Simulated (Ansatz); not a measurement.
## What DFT gives for ZrGeS

```
CELL_PARAMETERS angstrom
3.58008 0.00000 0.00000
0.00000 3.58008 0.00000
0.00000 0.00000 7.87419
ATOMIC_POSITIONS crystal
Ge 0.00000 0.00000 0.00000
Ge 0.50000 0.50000 0.00000
Zr 0.00000 0.50000 0.27500
Zr 0.50000 0.00000 0.72500
S 0.00000 0.50000 0.61700
S 0.50000 0.00000 0.38300
```

Level: r2SCAN, no spin polarisation; 500 eV; 9×9×5 Γ-centred mesh; fermi-dirac occupations (width 0.1 eV); Ansatz 0.2.0, fixed geometry.

Where is the largest force?

The largest is on S5 (and as large on other atoms): 0.40 eV/Å, components (0.00, 0.00, 0.40). It makes 71° with the line to a nearest neighbour, Zr4 at 2.67 Å.

What does the stress say?

The pressure is 8.3 GPa (compression positive), so with the atoms held at these fractions the cell would first expand. The principal stresses 7.5, 7.5, 9.9 GPa differ, so its shape would change too.

What do density and ELF say about some of the short contacts?

Ge–Ge at 2.53 Å: least valence density 0.40 e/Å³ and ELF 0.57 there. Zr–S at 2.67 Å: least valence density 0.33 e/Å³ and ELF 0.22 there. Ge–Zr at 2.81 Å: least valence density 0.30 e/Å³ and ELF 0.33 there. These are pseudo-fields; inside the PAW spheres they differ from the all-electron ones.

Metal or insulator?

It is a metal on this mesh, though the bands barely overlap, with about 0.22 states/eV a cell as the mean within 0.25 eV of the Fermi level, mostly Zr d (66 %) and Ge p (19 %).

Origin: a known structure type with other elements, at an estimated volume, so it need not be a known compound.
